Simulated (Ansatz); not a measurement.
Relaxed TiC (rock salt):

```yaml
crystal:
  lattice:
    - [0.00000, 4.33303, 4.33303]
    - [2.16652, 0.00000, 2.16652]
    - [2.16652, 2.16652, 0.00000]
  atoms:
    - { symbol: C, position: [0.00000, 0.00000, 0.00000] }
    - { symbol: C, position: [0.50000, 0.00000, 0.00000] }
    - { symbol: Ti, position: [0.25000, 0.50000, 0.50000] }
    - { symbol: Ti, position: [0.75000, 0.50000, 0.50000] }
```

The atoms are displaced by Q × the pattern below (from a DFPT mode at L = (0.5, 0.0, 0.0), largest move 1; Q in Å), at fixed cell. It is one choice among 2 degenerate patterns. (q is in reciprocal vectors of the primitive cell; the cell shown is doubled to hold the pattern.)

```csv
atom,x,y,z
C1,-0.285,0.520,-0.805
C2,0.285,-0.520,0.805
```

Atoms not listed stay in place.

Method: PBE (plane waves to 420 eV, PAW, scalar-relativistic; Ansatz, a first-principles code). k mesh 9×18×18 (Γ-centred), Fermi-Dirac smearing 0.05 eV. E stands for the smeared free energy. With partly filled bands, energies and forces of such displacements shift with the k mesh and the smearing. TiC is run without spin polarisation. TiC was relaxed with its symmetry unable to fall. The zero of ΔE is the undisplaced structure. The last digit holds for this mesh only.

| Q (Å) | ΔE (meV/cell) |
|---|---|
| -0.1000 | 141.1 |
| -0.0833 | 98.0 |
| -0.0667 | 62.8 |
| -0.0500 | 35.3 |
| -0.0333 | withheld |
| -0.0167 | 3.9 |
| 0.0000 | 0.0 |
| 0.0167 | 3.9 |
| 0.0333 | withheld |
| 0.0500 | 35.3 |
| 0.0667 | 62.8 |
| 0.0833 | 98.0 |
| 0.1000 | 141.1 |

### Question
Fit an even polynomial form (powers 2, 4) to the given rows and predict ΔE at Q = 0.0333.

### Answer
Least squares on the 11 given rows: ΔE = (14130)·Q² + (-1763)·Q⁴, in meV/cell with Q in Å; root-mean-square residual 0.03 meV/cell. At 0.0333 the fit gives 15.7 meV/cell; the calculation gives 15.7 meV/cell, the same to the digits shown. The quadratic term alone would give 15.7 meV/cell.

(A displaced cell: forces are minus the slopes of the energy, force constants its curvatures, and phonons follow from these.)
